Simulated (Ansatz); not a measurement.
AlRu (rock salt, Fm-3m), a = b = c = 4.9298 Å, α = β = γ = 90.00°; the cell used has 2 atoms.

Relaxed with PBEsol.

### Question
Decompose the optical modes at the zone centre into irreducible representations, and say which are infrared and Raman allowed.

### Answer
Point group m-3m: Γ_opt = T1u. Infrared: T1u. Raman: none.

### Question
Assign frequencies (DFPT, plane-wave PAW PBEsol (Ansatz code)).

### Answer
T1u 335 cm⁻¹.

The start of the workflow was typed in or built on a structure type; neither database checked (COD, Materials Project) lists it. COD files the formula under space group No. 221. Its standing as an ambient phase is unchecked. The cell was relaxed with PBEsol under the symmetry of its start. At this level the phase is mechanically unstable. No spin polarisation was allowed. Its formation energy is positive at this level, so the cell may be metastable or incomplete. As this level gives no gap, phonon frequencies hold no LO–TO term and depend on the k-mesh and smearing (Fermi–Dirac, 0.1 eV here).

Potentials: the earlier of the program's two PAW sets. The files were generated under PBE; for other functionals the program regenerates the frozen cores, and for LDA and PBEsol the local potential too.
